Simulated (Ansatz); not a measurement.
Mg (simple hexagonal, P6/mmm) at seven volumes, the program Ansatz at the r²SCAN level (PAW), shape and atoms relaxed at each. One row is withheld.

```
V (Å³/atom)  P (GPa)
-----------  -------
22.733          3.33
23.482          2.03
24.232          0.92
24.981         -0.04
25.731         -0.85
26.480         -1.55
27.229             ?
```

### Question
Fit the shown pressures and predict the withheld one.

### Answer
P = (3/2)B₀(x^(7/2) − x^(5/2))[1 + (3/4)(B′ − 4)(x − 1)] with x = (V₀/V)^(2/3). Least squares on the six rows gives V₀ = 24.951 Å³/atom, B₀ = 29.5 GPa, B′ = 4.14. At V = 27.229, x = 0.9434 and P = -2.15 GPa. The run itself gave -2.15 GPa.

The workflow started from a Materials Project entry (that database holds measured and hypothetical structures alike); the Crystallography Open Database copy checked does not list it. It is not the phase usual at ambient conditions (space group No. 194). Symmetry was held in the r²SCAN relaxation. At this level the phase is mechanically unstable.

Potentials: the earlier of the program's two PAW sets.
